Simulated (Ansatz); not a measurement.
Starting cell, Li (bcc, W type):

```
CELL_PARAMETERS angstrom
     -3.43479     3.43479     3.43479
      1.71739    -1.71739     1.71739
      1.71739     1.71739    -1.71739
ATOMIC_POSITIONS crystal
  Li 0.00000 0.00000 0.00000
  Li 0.50000 0.00000 0.00000
```

A phonon eigenvector at N = (0.5, 0.0, 0.0) is frozen into this cell: atom i moves by Q times the vector below, so Q is the largest atomic displacement, in Å. The cell is held. (q is in reciprocal vectors of the primitive cell; the cell shown is doubled to hold the pattern.)

```csv
atom,x,y,z
Li1,0.000,0.707,-0.707
Li2,0.000,-0.707,0.707
```

All values below come from PBE (plane waves to 420 eV, PAW, scalar-relativistic; Ansatz, an electronic-structure program). k mesh 19×19×19 (Γ-centred), Fermi-Dirac smearing 0.05 eV. E stands for the smeared free energy. With partly filled bands, energies and forces of such displacements shift with the k mesh and the smearing. Li was relaxed with its symmetry unable to fall. The PAW data are Ansatz's earlier set. ΔE is measured from the undisplaced structure. The last digit holds for this mesh only.

```
Q (Å)    ΔE (meV/cell)
-------  -------------
-0.2800           9.72
-0.2333           5.80
-0.1867           3.16
-0.1400       withheld
-0.0933           0.57
-0.0467           0.13
0.0000            0.00
0.0467            0.13
0.0933            0.57
0.1400        withheld
0.1867            3.16
0.2333            5.80
0.2800            9.72
```

### Question
Fit an even polynomial form (powers 2, 4, 6) to the given rows and predict ΔE at Q = -0.1400.

### Answer
Least squares on the 11 given rows: ΔE = (57.37)·Q² + (1031)·Q⁴ + (-2317)·Q⁶, in meV/cell with Q in Å; root-mean-square residual 0.004 meV/cell. At -0.1400 the fit gives 1.50 meV/cell; the calculation gives 1.50 meV/cell, the same to the digits shown. The quadratic term alone would give 1.12 meV/cell.

(For displaced atoms, the force is minus the slope of the energy, and its curvature is a force constant, which sets phonon frequencies.)
